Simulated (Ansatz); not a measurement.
HfN:
```xyz
2
Lattice="0.0000 2.2629 2.2629 2.2629 0.0000 2.2629 2.2629 2.2629 0.0000" Properties=species:S:1:pos:R:3 pbc="T T T"
Hf     0.0000     0.0000     0.0000
N      2.2629     2.2629     2.2629
```

Relaxed with r²SCAN. Special points in fractions of this cell's reciprocal vectors: Γ (0.000, 0.000, 0.000); X (0.500, 0.000, 0.500); U (0.625, 0.250, 0.625); K (0.375, 0.375, 0.750); L (0.500, 0.500, 0.500); W (0.500, 0.250, 0.750).

**Question.** List the band energies nearest the Fermi level at these points for DFT-r²SCAN in the program Ansatz with PAW potentials.

**Answer.** In eV from the Fermi level; about four levels below and three above (degenerate sets whole), none deeper than 8.9 eV; … stands for higher levels left out; points with the same levels are listed once.

| k | below | above |
|---|---|---|
| Γ | -3.32 -3.32 -3.32 -0.35 -0.35 -0.35 | 1.98 … |
| X | -5.92 -4.06 -4.06 -3.88 | 4.13 5.50 5.50 |
| U | -6.73 -6.00 -5.36 -0.87 | 3.94 4.47 6.09 |
| L | -6.63 -6.63 | 3.33 3.73 3.73 |
| W | -6.55 -5.91 -5.91 | 1.14 1.14 5.52 |

Space group Fm-3m (rock salt). The r²SCAN relaxation kept the symmetry of its start; of distortions, only those at the zone centre were tested. The run is not spin-polarised. With an odd number of electrons in the cell and no spin polarisation, the count alone makes it a metal. Scalar-relativistic: spin–orbit coupling is off unless named, which matters more the heavier the elements.

Potentials: the earlier of the program's two PAW sets.
